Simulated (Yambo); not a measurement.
```
CELL_PARAMETERS angstrom
      3.93078     0.00000     0.00000
     -1.96539     3.40416     0.00000
      0.00000     0.00000     6.11195
ATOMIC_POSITIONS crystal
  O  0.66667 0.33333 0.35411
  O  0.33333 0.66667 0.64589
  O  0.00000 0.00000 0.00000
  La 0.66667 0.33333 0.75376
  La 0.33333 0.66667 0.24624
```

Response from Yambo on norm-conserving PBEsol (Quantum ESPRESSO, 110 Ry, with spin-orbit coupling) bands: 6×6×4 mesh, 134 bands, 3 Ry local-field block, 0.2 eV broadening.

**Question.** Give the static electronic dielectric constant without and with local fields along each axis.

**Answer.** 
| field along | ε(0), independent particles | ε(0), RPA with local fields | refractive index √ε |
|---|---|---|---|
| x | 5.03 | 4.75 | 2.18 |
| z | 4.94 | 4.64 | 2.15 |
Electronic (clamped-ion) response only. PBEsol gaps are usually too small, which raises these values. Convergence of the RPA response with its 6×6×4 mesh was not tested. x, y and z are Cartesian axes of the cell as given.

Geometry of the Materials Project entry, not relaxed at this level.
